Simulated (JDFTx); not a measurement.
An input for JDFTx (a modified build) (MgS(100), linear PCM (GLSSA13), water, 1 M NaCl; bohr, hartree) and the course of its log:

```
lattice \
  6.9601973103 0.0000000000 0.0000000000 \
  0.0000000000 6.9601973103 0.0000000000 \
  0.0000000000 0.0000000000 44.9754817661
coords-type Lattice
ion Mg 0.5000000000 0.5000000000 -0.1600352262 0
ion Mg 0.0000000000 0.0000000000 -0.0547142860 0
ion Mg 0.5000000000 0.5000000000 0.0547142860 0
ion Mg 0.0000000000 0.0000000000 0.1600352262 0
ion S 0.0000000000 0.0000000000 -0.1672323965 0
ion S 0.5000000000 0.5000000000 -0.0547142860 0
ion S 0.0000000000 0.0000000000 0.0547142860 0
ion S 0.5000000000 0.5000000000 0.1672323965 0
ion-species pseudo/mg_pbe_v1.4.upf
ion-species pseudo/s_pbe_v1.4.upf
elec-cutoff 20 100
elec-ex-corr gga-PBE
coulomb-interaction Slab 001
coulomb-truncation-embed 0 0 0
kpoint-folding 6 6 1
elec-smearing Fermi 0.003
elec-n-bands 39
converge-empty-states yes
electronic-scf nIterations 100 energyDiffThreshold 1e-08
fluid LinearPCM
pcm-variant GLSSA13
fluid-solvent H2O
fluid-cation Na+ 1
fluid-anion Cl- 1
fluid-minimize nIterations 400 knormThreshold 1e-12
wavefunction read vac.wfns
elec-initial-eigenvals vac.eigenvals
dump-name f0.$VAR
dump End State Ecomponents EigStats BandEigs Forces ElecDensity IonicPositions Fillings Kpoints Dtot FluidDebug BoundCharge FluidDensity
```

```
[one cycle in 5 is shown, and the last three; fluid-solver lines are left out]
	FillingsUpdate:  mu: -0.118535837  nElectrons: 64.000000
SCF: Cycle:  0   F: -292.188237899298542   dF: -9.544e-03   |Residual|: 1.049e-02   |deigs|: 2.300e-03
	FillingsUpdate:  mu: -0.048008703  nElectrons: 64.000000
SCF: Cycle:  5   F: -292.218172482058492   dF: -1.239e-02   |Residual|: 8.247e-03   |deigs|: 5.101e-02
	FillingsUpdate:  mu: -0.061533377  nElectrons: 64.000000
SCF: Cycle: 10   F: -292.220457882258415   dF: -2.436e-03   |Residual|: 9.961e-03   |deigs|: 8.004e-03
	FillingsUpdate:  mu: -0.060791002  nElectrons: 64.000000
SCF: Cycle: 15   F: -292.221569832721798   dF: -2.000e-05   |Residual|: 8.345e-03   |deigs|: 3.508e-03
	FillingsUpdate:  mu: -0.044685129  nElectrons: 64.000000
SCF: Cycle: 20   F: -292.232090541718208   dF: +2.024e-03   |Residual|: 1.040e-02   |deigs|: 8.175e-03
	FillingsUpdate:  mu: -0.057770457  nElectrons: 64.000000
SCF: Cycle: 25   F: -292.222469383401062   dF: +1.882e-04   |Residual|: 4.174e-03   |deigs|: 3.280e-03
	FillingsUpdate:  mu: -0.056156857  nElectrons: 64.000000
SCF: Cycle: 30   F: -292.222734078999451   dF: -2.586e-04   |Residual|: 2.964e-03   |deigs|: 4.228e-03
	FillingsUpdate:  mu: -0.052310760  nElectrons: 64.000000
SCF: Cycle: 35   F: -292.223152252486216   dF: -2.405e-04   |Residual|: 6.035e-04   |deigs|: 2.510e-03
	FillingsUpdate:  mu: -0.051894914  nElectrons: 64.000000
SCF: Cycle: 40   F: -292.223337686469620   dF: -4.520e-04   |Residual|: 1.215e-03   |deigs|: 4.060e-03
	FillingsUpdate:  mu: -0.048787057  nElectrons: 64.000000
SCF: Cycle: 45   F: -292.229851873177665   dF: +4.118e-04   |Residual|: 5.178e-03   |deigs|: 9.146e-04
	FillingsUpdate:  mu: -0.051940757  nElectrons: 64.000000
SCF: Cycle: 50   F: -292.223684373240474   dF: +5.306e-03   |Residual|: 2.170e-03   |deigs|: 7.081e-03
	FillingsUpdate:  mu: -0.053391566  nElectrons: 64.000000
SCF: Cycle: 55   F: -292.223097769258004   dF: +2.341e-04   |Residual|: 2.244e-03   |deigs|: 1.268e-03
	FillingsUpdate:  mu: -0.051216285  nElectrons: 64.000000
SCF: Cycle: 60   F: -292.223996990459284   dF: -1.001e-03   |Residual|: 2.109e-03   |deigs|: 4.163e-03
	FillingsUpdate:  mu: -0.048234486  nElectrons: 64.000000
SCF: Cycle: 65   F: -292.229025492075039   dF: -3.943e-03   |Residual|: 4.441e-03   |deigs|: 5.196e-03
	FillingsUpdate:  mu: -0.054108610  nElectrons: 64.000000
SCF: Cycle: 70   F: -292.222830837257163   dF: -2.869e-04   |Residual|: 2.874e-03   |deigs|: 4.235e-03
	FillingsUpdate:  mu: -0.057123848  nElectrons: 64.000000
SCF: Cycle: 75   F: -292.222529965224965   dF: +6.451e-04   |Residual|: 6.268e-03   |deigs|: 8.329e-03
	FillingsUpdate:  mu: -0.054954927  nElectrons: 64.000000
SCF: Cycle: 80   F: -292.223031695336090   dF: -8.306e-05   |Residual|: 1.940e-03   |deigs|: 1.540e-03
	FillingsUpdate:  mu: -0.055000885  nElectrons: 64.000000
SCF: Cycle: 85   F: -292.223524694709909   dF: -2.799e-04   |Residual|: 1.592e-03   |deigs|: 1.269e-03
	FillingsUpdate:  mu: -0.058391315  nElectrons: 64.000000
SCF: Cycle: 90   F: -292.222615045296834   dF: +8.130e-03   |Residual|: 8.703e-03   |deigs|: 2.706e-02
	FillingsUpdate:  mu: -0.057477142  nElectrons: 64.000000
SCF: Cycle: 95   F: -292.222507800872449   dF: -4.283e-05   |Residual|: 5.301e-03   |deigs|: 4.602e-04
	FillingsUpdate:  mu: -0.058512307  nElectrons: 64.000000
SCF: Cycle: 97   F: -292.222347378272218   dF: +3.524e-04   |Residual|: 7.589e-03   |deigs|: 4.382e-03
	FillingsUpdate:  mu: -0.058986528  nElectrons: 64.000000
SCF: Cycle: 98   F: -292.222190950416177   dF: +1.564e-04   |Residual|: 9.032e-03   |deigs|: 1.179e-03
	FillingsUpdate:  mu: -0.058321627  nElectrons: 64.000000
SCF: Cycle: 99   F: -292.222201688369523   dF: -1.074e-05   |Residual|: 8.726e-03   |deigs|: 3.706e-04
SCF: None of the convergence criteria satisfied after 100 iterations.
IonicMinimize: Iter:   0  F: -292.222201688369523  |grad|_K:  0.000e+00
IonicMinimize: Converged (|grad|_K<1.000000e-04).
```

This run gave no converged result. The electronic loop ended without meeting its threshold, so the last energy, levels and forces aren't results.
